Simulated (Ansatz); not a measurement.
Cl (Cmce) from a database structure, relaxed with r2SCAN+rVV10. It is orthorhombic, Cmce (No. 64); conventional cell a = 6.250 Å, b = 4.014 Å, c = 8.147 Å, 25.55 Å³ an atom. Cl has 1 Cl at 2.02 Å.

```
Cl
1.0
     3.12524   -2.00725    0.00000
     3.12524    2.00725    0.00000
     0.00000    0.00000    8.14656
Cl
4
Direct
  0.87564 0.12436 0.60748
  0.12436 0.87564 0.39252
  0.62436 0.37564 0.10748
  0.37564 0.62436 0.89252
```

The questions ask for values computed with Ansatz 0.2.0 on this geometry. Calculated for a static, non-magnetic cell.

Problem. Is there a gap with PBE, and of what kind?

Solution. The PBE gap is direct at Γ: 2.20 eV.

Problem. How does the gap change from PBE to r2SCAN (8×8×4)?

Solution. r2SCAN gives a direct gap of 2.57 eV at Γ. The gap differs by +0.37 eV from PBE's.

Problem. What does HSE06 give for the gap (6×6×2 mesh)?

Solution. HSE06 gives a direct gap of 3.80 eV at Γ. The gap differs by +1.60 eV from PBE's.

Problem. How does the gap change from PBE to DDH-PBE0 (6×6×2)?

Solution. The DDH-PBE0 gap is direct at Γ: 4.51 eV. The share of exact exchange is 0.244. The gap differs by +2.31 eV from PBE's.

Problem. What does PBE0 give for the gap (6×6×2 mesh)?

Solution. The PBE0 gap is direct at Γ: 4.57 eV. The gap differs by +2.37 eV from PBE's.

Problem. Order these levels by the gap that they give, smallest first.
A. PBE
B. Hartree-Fock
C. PBE0
D. LDA
E. HSE06
F. DDH-PBE0
G. r2SCAN
H. r2SCANh

Solution. D (2.05 eV), A (2.20 eV), G (2.57 eV), H (3.45 eV), E (3.80 eV), F (4.51 eV), C (4.57 eV), B (12.01 eV).

Problem. What does G0W0@PBE with 757 empty bands, a screening cutoff of 220 eV and a 4×4×2 mesh give?

Solution. 4.55 eV (PBE's gap over the path plus the quasiparticle shift read on the mesh). The quasiparticle gap on this mesh is 4.55 eV (R to Γ), against 2.20 eV from PBE: +2.35 eV. Renormalisation factors Z lie between 0.69 and 0.73. G0W0 values are finite-basis, finite-mesh values.

The meshes of the hybrids are coarse, so their gaps aren't converged to the digits shown.
